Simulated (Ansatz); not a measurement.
Yb (fcc, Cu type)

```xyz
1
Lattice="0.0000 2.6118 2.6118 2.6118 0.0000 2.6118 2.6118 2.6118 0.0000" Properties=species:S:1:pos:R:3 pbc="T T T"
Yb     0.0000     0.0000     0.0000
```

The slice is a {111} plane (indices of the conventional cell) through the point (0.000, 0.000, 0.000) (fractional), spanned by u = [100] and v = [-1 2 0] in vectors of this cell: u (3.69 Å) and v (6.40 Å, at 90° to u). It covers one period; positions are fractions (u, v).

Computed with PBE (plane waves to 420 eV, PAW, scalar-relativistic; Ansatz, an electronic-structure program). k mesh 15×15×15. Inside the PAW spheres the values are not all-electron values, and peaks at nuclei hang on which shells count as valence. The relaxed volume of Yb is well below the measured one. Yb is run without spin polarisation. Yb was relaxed with its symmetry unable to fall. The f-shell state is unchecked: a lower one may exist.

### Question
Sketch the electrostatic potential energy of an electron, from the cell's mean on this plane as a map.

### Answer
| v \ u | 0.00 | 0.08 | 0.17 | 0.25 | 0.33 | 0.42 | 0.50 | 0.58 | 0.67 | 0.75 | 0.83 | 0.92 |
|---|---|---|---|---|---|---|---|---|---|---|---|---|
| 0.90 | x | x | x | <-2.0 | 2.5 | 5.2 | 6.1 | 5.2 | 2.5 | <-2.0 | x | x |
| 0.80 | 0.7 | 1.3 | 2.7 | 4.3 | 5.5 | 6.2 | 6.4 | 6.2 | 5.5 | 4.3 | 2.7 | 1.3 |
| 0.70 | 6.4 | 6.2 | 5.5 | 4.3 | 2.7 | 1.3 | 0.7 | 1.3 | 2.7 | 4.3 | 5.5 | 6.2 |
| 0.60 | 6.1 | 5.2 | 2.5 | <-2.0 | x | x | x | x | x | <-2.0 | 2.5 | 5.2 |
| 0.50 | 5.2 | 4.0 | -0.4 | x | x | x | x | x | x | x | -0.4 | 4.0 |
| 0.40 | 6.1 | 5.2 | 2.5 | <-2.0 | x | x | x | x | x | <-2.0 | 2.5 | 5.2 |
| 0.30 | 6.4 | 6.2 | 5.5 | 4.3 | 2.7 | 1.3 | 0.7 | 1.3 | 2.7 | 4.3 | 5.5 | 6.2 |
| 0.20 | 0.7 | 1.3 | 2.7 | 4.3 | 5.5 | 6.2 | 6.4 | 6.2 | 5.5 | 4.3 | 2.7 | 1.3 |
| 0.10 | x | x | x | <-2.0 | 2.5 | 5.2 | 6.1 | 5.2 | 2.5 | <-2.0 | x | x |
| 0.00 | x | x | x | x | -0.4 | 4.0 | 5.2 | 4.0 | -0.4 | x | x | x |

Values: electrostatic potential energy of an electron, from the cell's mean, in eV. Points within 1 Å of a nucleus are blanked (x), as the pseudised field means little there. Values under -2 eV are set to -2. The zero, the cell's mean, hangs on the PAW cores.
